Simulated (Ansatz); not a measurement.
The relaxed structure here is a generated cell of Zn: the first start was made by a random draw of sites in a space group, and the end was not matched to a known phase here, so it may be hypothetical. Known forms of Zn include space group No. 194.

One stationary structure of Zn. Space group I-4m2 (No. 119). These are r2SCAN (plane waves to 500 eV, PAW, scalar-relativistic; Ansatz, a quantum-chemistry and plane-wave program) values and carry that method's errors.

```xyz
4
Lattice="-1.3623 1.3623 8.1096 1.3623 -1.3623 8.1096 1.3623 1.3623 -8.1096" Properties=species:S:1:pos:R:3 pbc="T T T"
Zn     1.3623     0.0000     4.0548
Zn     0.0000     0.0000     0.0000
Zn     0.0000     1.3623     5.9206
Zn     0.0000     1.3623     2.1889
```

| Property | Value |
|---|---|
| Volume per atom | 15.05 Å³ |
| Band gap | zero (metallic) |
| Shortest distances | Zn–Zn 2.58 Å |
| k-mesh | 22×22×22 |

Band energies at high-symmetry points (eV from the Fermi level; labels of this space group; no spin-orbit coupling), from −5 eV up to 1.0 eV:

```csv
point,energies
Γ,-1.54
X,-0.59 -0.51
P,-0.58 -0.52
N,-4.61 -4.41 -3.45 -2.95 -1.56 0.27
M,-4.82 -4.61
S,-4.71 -4.26 -3.95 -2.23 -1.77 0.75
S0,-4.71 -4.26 -3.95 -2.23 -1.77 0.75
R,-0.61 -0.59 0.84
```

No spin polarisation in the result.

The run could not lose the symmetry of its start, so the end can be a saddle point.
